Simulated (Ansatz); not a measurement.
All numbers below come from Ansatz, DFT PBE, scalar-relativistic, plane waves, PAW. All cells share a 420 eV cutoff and Γ-centred k meshes spaced at most about 0.3 Å⁻¹ (2π included). No spin polarisation in the final relaxations.

These are static total energies at zero pressure.

Compare these two cells of Zn2CdTe3, each relaxed at this level.

A.

```cif
data_structure
_symmetry_space_group_name_H-M 'P6_3mc'
_symmetry_Int_Tables_number 186
_cell_length_a 4.4572
_cell_length_b 4.4572
_cell_length_c 22.1114
_cell_angle_alpha 90.000
_cell_angle_beta 90.000
_cell_angle_gamma 120.000
_cell_volume 380.43
loop_
_atom_site_label
_atom_site_type_symbol
_atom_site_symmetry_multiplicity
_atom_site_Wyckoff_symbol
_atom_site_fract_x
_atom_site_fract_y
_atom_site_fract_z
_atom_site_occupancy
Zn1 Zn 2 b 0.33333 0.66667 0.00314 1
Zn2 Zn 2 b 0.33333 0.66667 0.66327 1
Cd1 Cd 2 b 0.33333 0.66667 0.33540 1
Te1 Te 2 b 0.33333 0.66667 0.12461 1
Te2 Te 2 b 0.33333 0.66667 0.46427 1
Te3 Te 2 b 0.33333 0.66667 0.78431 1
```

B.

```cif
data_structure
_symmetry_space_group_name_H-M 'P3m1'
_symmetry_Int_Tables_number 156
_cell_length_a 4.4579
_cell_length_b 4.4579
_cell_length_c 22.1123
_cell_angle_alpha 90.000
_cell_angle_beta 90.000
_cell_angle_gamma 120.000
_cell_volume 380.56
loop_
_atom_site_label
_atom_site_type_symbol
_atom_site_symmetry_multiplicity
_atom_site_Wyckoff_symbol
_atom_site_fract_x
_atom_site_fract_y
_atom_site_fract_z
_atom_site_occupancy
Zn1 Zn 1 b 0.33333 0.66667 0.00173 1
Zn2 Zn 1 c 0.66667 0.33333 0.16175 1
Zn3 Zn 1 c 0.66667 0.33333 0.50134 1
Zn4 Zn 1 c 0.66667 0.33333 0.84131 1
Cd1 Cd 1 b 0.33333 0.66667 0.33388 1
Cd2 Cd 1 b 0.33333 0.66667 0.67351 1
Te1 Te 1 b 0.33333 0.66667 0.12312 1
Te2 Te 1 b 0.33333 0.66667 0.46286 1
Te3 Te 1 b 0.33333 0.66667 0.80248 1
Te4 Te 1 c 0.66667 0.33333 0.28279 1
Te5 Te 1 c 0.66667 0.33333 0.62245 1
Te6 Te 1 c 0.66667 0.33333 0.96278 1
```

**Question.** Which arrangement of the elements on these sites is preferred, and by what margin?

**Answer.** They are level within the accuracy (under 1 meV/atom apart). The two share one framework of sites and differ in which element sits where. A has Zn and Cd ordered on wurtzite sites, space group P6_3mc (No. 186), 31.7 Å³/atom and a gap of 0.73 eV on its mesh; B has Zn and Cd ordered on wurtzite sites, space group P3m1 (No. 156), 31.7 Å³/atom and a gap of 0.71 eV. Counting Te atoms around Cd and Zn (those within 1.25 times the shortest such distance or 1.15 times the sum of covalent radii, 1.27 where that leaves under three), A and B both have Zn 4, Cd 4. In A, Zn on its first site has 4 Te at 2.69–2.71 Å; Cd has 4 Te at 2.81–2.85 Å; around Te on its first site lie 4 Zn at 2.69–2.71 Å; 3 more sites not described. In B, Zn on its first site has 4 Te at 2.68–2.71 Å; Cd on its first site has 4 Te at 2.81–2.85 Å; Te on its first site is surrounded by 4 Zn at 2.68–2.71 Å; 9 more sites not described. Both come from invented guesses.

These runs have no spin–orbit coupling, which can matter for Te. Kohn–Sham gaps at this level usually fall short of measured ones. The missing spin–orbit coupling can work the other way here. Cells relaxed within their symmetry can be saddle points.
